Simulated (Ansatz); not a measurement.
## ZrZn: pressure against volume, fitted

```xyz
2
Lattice="3.3360 0.0000 0.0000 0.0000 3.3360 0.0000 0.0000 0.0000 3.3360" Properties=species:S:1:pos:R:3 pbc="T T T"
Zr    1.6680    1.6680    1.6680
Zn    0.0000    0.0000    0.0000
```

Atoms are numbered in the order listed.

The cell comes from COD entry 1540230, which wasn't checked; take it as a given geometry.

Theory: DFT, PBEsol, all-electron LAPW, scalar-relativistic in Ansatz 0.2.0.

Sampling and basis: a Γ-centred 10×10×10 k mesh, Fermi–Dirac smearing of 0.08 eV, basis error target 0.5 meV/atom, no spin polarisation.

The cell is scaled evenly. Fractional coordinates are held (clamped ions).

```tsv
V (Å³/atom)	P (GPa)
17.449	2.81
17.820	0.20
18.192	-2.14
18.377	-3.22
18.563	-4.25
18.749	-5.21
18.934	-6.13
19.306	-7.82
```

Q: Fit a third-order Birch–Murnaghan curve to the pressures.

A: P = (3B0/2)(y^(7/2) − y^(5/2))[1 + (3/4)(B0′ − 4)(y − 1)] with y = (V0/V)^(2/3) fits within 0.01 GPa for V0 = 17.851 Å³/atom, B0 = 117.8 GPa and B0′ = 4.24.

Q: Predict the pressure at the withheld volume, 19.677 Å³/atom.

A: There y = 0.9371, so the fit gives -9.34 GPa; the run gave -9.33 GPa.
